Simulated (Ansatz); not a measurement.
Is this Na3TeF structure a true minimum?

The cell was found from a structure generator's guess, not taken from experiment.

Method: DFT PBE, scalar-relativistic, plane waves, PAW in Ansatz 0.2.0. Plane waves to 420 eV, a k mesh through Γ of 6×6×6 on the computed 5-atom cell and Gaussian smearing (0.02 eV); no spin polarisation.

The cell below (5 atoms, space group Pm-3m (No. 221)) is relaxed within its symmetry.

```
Na Te F
1.0
     4.73264    0.00000    0.00000
     0.00000    4.73264    0.00000
     0.00000    0.00000    4.73264
Na Te F
3 1 1
Direct
  0.50000 0.00000 0.00000
  0.00000 0.50000 0.00000
  0.00000 0.00000 0.50000
  0.50000 0.50000 0.50000
  0.00000 0.00000 0.00000
```

For the test a repeat of it with 10 atoms (edges 4.73, 4.73, 9.47 Å) was strained at random (σ = 1.5 % a component), the atoms were moved at random (σ = 0.10 Å), and all was relaxed again on a coarse 4×4×2 mesh (in the run’s order of axes) with 0.10 eV smearing, with no symmetry imposed.

Spin–orbit coupling, which can matter for Te, is left out.

Question: Is the structure stable against such a distortion?

Answer: It returns, within 1 meV/atom of the unmoved cell on that mesh and with the same symmetry when read at 0.1 Å (P1 at 0.01 Å, so small strains and shifts remain). No instability shows in this cell; modes of other wave vectors, which need another repeat, aren't tested.
